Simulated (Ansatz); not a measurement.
Here is the system:

VBiO$_{4}$:
```
VBiO4
1.0
   -3.65199     3.65199     3.20235
    3.65199    -3.65199     3.20235
    3.65199     3.65199    -3.20235
V Bi O
2 2 8
Direct
  0.25000   0.75000   0.50000
  0.50000   0.50000   0.00000
  0.00000   0.00000   0.00000
  0.75000   0.25000   0.50000
  0.67006   0.48892   0.81886
  0.23892   0.92006   0.31886
  0.67006   0.85120   0.18114
  0.60120   0.92006   0.68114
  0.07994   0.39880   0.31886
  0.51108   0.32994   0.18114
  0.07994   0.76108   0.68114
  0.14880   0.32994   0.81886
```

This is the PBEsol-relaxed structure. Cartesian axes are those of the cell as given.

All from PBEsol in the plane-wave PAW code Ansatz, unless another level is named. Predict the Poisson's ratio.

0.36.

And the elastic constants (relaxed ions, GPa)?

C11 = 198, C12 = 44.6, C13 = 89.1, C33 = 285, C44 = 35.6, C66 = 9.9.

Space group I4_1/amd. The first step of the workflow began from a Materials Project structure, measured or hypothetical; the Crystallography Open Database files this formula in space group No. 141, but the cells were not matched. It is not the phase usual at ambient conditions (space group No. 88). Symmetry was held in the PBEsol relaxation; its stability against distortions is not shown here. The run is not spin-polarised. No Hubbard U is applied. Spin–orbit coupling is left out wherever it is not named.

Potentials: the later of the program's two PAW sets.
